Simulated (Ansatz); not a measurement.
Mg (9R (Sm type), R-3m) at seven volumes, PBEsol (plane waves, PAW; program Ansatz), shape and atoms relaxed at each. One row is withheld.

```json
[
 {"V (Å³/atom)": "20.515", "P (GPa)": "4.23"},
 {"V (Å³/atom)": "21.192", "P (GPa)": "?"},
 {"V (Å³/atom)": "21.868", "P (GPa)": "1.21"},
 {"V (Å³/atom)": "22.544", "P (GPa)": "0.00"},
 {"V (Å³/atom)": "23.221", "P (GPa)": "-1.04"},
 {"V (Å³/atom)": "23.897", "P (GPa)": "-1.93"},
 {"V (Å³/atom)": "24.573", "P (GPa)": "-2.70"}
]
```

Task: Fit the shown pressures and predict the withheld one.

Result: Third-order Birch–Murnaghan: P = (3/2)B₀(x^(7/2) − x^(5/2))[1 + (3/4)(B′ − 4)(x − 1)] with x = (V₀/V)^(2/3). Least squares on the six rows gives V₀ = 22.545 Å³/atom, B₀ = 37.20 GPa, B′ = 3.96. At V = 21.192, x = 1.0421 and P = 2.60 GPa. The run itself gave 2.61 GPa.

The workflow started from a Materials Project entry (that database holds measured and hypothetical structures alike); the Crystallography Open Database copy checked does not list it. It is not the phase usual at ambient conditions (space group No. 194). Symmetry was held in the PBEsol relaxation; whether a distortion lowers the energy is not shown.

Potentials: the earlier of the program's two PAW sets. The files were generated under PBE; for other functionals the program regenerates the frozen cores, and for LDA and PBEsol the local potential too.
